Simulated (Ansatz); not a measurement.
A geometry of LiAgF4 away from equilibrium: the start of the relaxation of a relaxed LiAgF4 cell shaken by Gaussian noise of σ = 0.08 Å a coordinate. Calculation: r2SCAN (plane waves to 500 eV, PAW, scalar-relativistic; Ansatz, a program for electronic structure). Γ-centred k-mesh 4×4×4 on the run's cell (coarser than for final values), Fermi–Dirac smearing 0.05 eV.

```xyz
12
Lattice="5.4298 -2.9435 0.0000 5.4298 2.9435 0.0000 -1.8836 0.0000 4.4900" Properties=species:S:1:pos:R:3 pbc="T T T"
Li     4.0835    -1.8878     3.3361
Li     5.0130     1.8652     1.2259
Ag     1.7000     1.4617     2.2284
Ag     2.7170    -1.4537     0.0048
F      5.6665    -0.8634     3.1621
F      3.4829     0.7851     1.5561
F      2.3260    -0.7125     3.6087
F      6.5644     0.7869     0.6963
F      8.1920    -0.4220     3.6403
F      0.8054     0.4754     0.7519
F      0.0542    -0.6109     2.9605
F      9.0226     0.5168     1.5058
```

What forces act on the atoms (eV/Å)?


| atom | Fx | Fy | Fz |
|---|---|---|---|
| Li1 | -0.42 | -0.20 | 0.00 |
| Li2 | -0.18 | 0.19 | -0.43 |
| Ag3 | 4.01 | -0.27 | -0.16 |
| Ag4 | 1.04 | -0.26 | 0.13 |
| F5 | -1.73 | 0.65 | 0.42 |
| F6 | -1.26 | 0.08 | -0.04 |
| F7 | 1.35 | 0.10 | 0.28 |
| F8 | -1.13 | -0.66 | 0.57 |
| F9 | -1.02 | -1.16 | -0.55 |
| F10 | 0.28 | 0.63 | 0.41 |
| F11 | -0.83 | 0.14 | 0.13 |
| F12 | -0.11 | 0.76 | -0.76 |

What is the pressure?

+1.1 GPa, compression positive.

No spin polarisation in the result.

The cell that was disturbed is our relaxation of an entry of Materials Project.
